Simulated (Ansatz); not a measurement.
CrCdF₆:
```yaml
crystal:
  lattice:
    - [2.55883, 1.47734, 4.69225]
    - [-2.55883, 1.47734, 4.69225]
    - [0.00000, -2.95468, 4.69225]
  atoms:
    - { symbol: Cd, position: [0.50000, 0.50000, 0.50000] }
    - { symbol: Cr, position: [0.00000, 0.00000, 0.00000], spin: 1.8 }
    - { symbol: F, position: [0.21572, 0.63499, 0.92330] }
    - { symbol: F, position: [0.92330, 0.21572, 0.63499] }
    - { symbol: F, position: [0.63499, 0.92330, 0.21572] }
    - { symbol: F, position: [0.78428, 0.36501, 0.07670] }
    - { symbol: F, position: [0.07670, 0.78428, 0.36501] }
    - { symbol: F, position: [0.36501, 0.07670, 0.78428] }
```

Relaxed with r²SCAN.

Question: Which orbitals make up the states near the band edges in r²SCAN (plane waves, PAW; program Ansatz)?

Answer: Top 1 eV of the valence band: Cr 3d 60 %, F 2p 35 %. Bottom 1 eV of the conduction band: Cr 3d 68 %, F 2p 27 %. Projections are on Löwdin-orthogonalised atomic valence shells; empty p or d shells of many metals are not among them.

Question: Tabulate the density of states.

Answer: States/eV per cell of 8 atoms, in 0.25 eV bins, energy from the valence-band maximum.

```csv
E (eV),total,F 2p,Cd 4d,Cr 3d
-7.20,0.00,0.00,0.00,0.00
-6.95,9.66,3.20,5.97,0.42
-6.70,6.34,1.88,4.30,0.11
-6.45,0.03,0.01,0.02,0.00
-6.20,17.10,2.49,14.18,0.35
-5.95,8.88,1.72,6.67,0.30
-5.70,4.45,3.25,0.24,0.56
-5.45,4.09,3.14,0.17,0.55
-5.20,5.81,4.56,0.31,0.71
-4.95,6.53,4.72,0.52,1.07
-4.70,9.28,6.59,0.73,1.74
-4.45,11.05,8.57,0.69,1.58
-4.20,10.13,8.40,0.55,1.00
-3.95,2.91,2.41,0.14,0.32
-3.70,8.07,6.38,1.14,0.34
-3.45,7.83,6.46,0.95,0.26
-3.20,6.00,5.53,0.22,0.08
-2.95,8.89,8.31,0.30,0.10
-2.70,15.68,15.09,0.33,0.11
-2.45,15.34,14.71,0.41,0.11
-2.20,10.00,9.65,0.22,0.08
-1.95,13.64,12.08,1.42,0.07
-1.70,2.26,1.99,0.25,0.01
-1.45,0.00,0.00,0.00,0.00
-1.20,0.00,0.00,0.00,0.00
-0.95,0.00,0.00,0.00,0.00
-0.70,0.00,0.00,0.00,0.00
-0.45,0.00,0.00,0.00,0.00
-0.20,5.59,1.90,0.03,3.36
0.05,2.41,0.88,0.03,1.41
0.30,0.00,0.00,0.00,0.00
0.55,0.00,0.00,0.00,0.00
0.80,4.00,1.09,0.00,2.74
1.05,0.00,0.00,0.00,0.00
1.30,0.00,0.00,0.00,0.00
1.55,0.00,0.00,0.00,0.00
1.80,0.00,0.00,0.00,0.00
2.05,0.31,0.06,0.00,0.23
2.30,3.69,0.70,0.00,2.84
2.55,0.00,0.00,0.00,0.00
2.80,0.00,0.00,0.00,0.00
3.05,0.00,0.00,0.00,0.00
3.30,2.90,0.39,0.00,2.20
3.55,8.32,1.46,0.01,6.30
3.80,4.65,1.34,0.02,2.93
4.05,0.13,0.04,0.00,0.08
4.30,1.39,0.26,0.00,0.89
4.55,2.09,0.42,0.00,1.35
4.80,4.52,1.08,0.01,3.04
5.05,0.12,0.01,0.00,0.00
5.30,0.27,0.03,0.00,0.01
5.55,0.41,0.05,0.00,0.01
```

Space group R-3. The workflow started from an entry of the Crystallography Open Database (COD). Whether it is the stable phase at ambient conditions was not checked. The cell was relaxed with r²SCAN under the symmetry of its start; whether a distortion lowers the energy is not shown. The final state is ferromagnetic, the only order run, not a proven ground state. The cell computed holds one magnetic atom, so no antiferromagnetic order was within reach. Other orbital occupations within this spin state were not tried. No Hubbard U is applied. Scalar-relativistic: spin–orbit coupling is off unless named, which matters more the heavier the elements.

Potentials: the later of the program's two PAW sets.
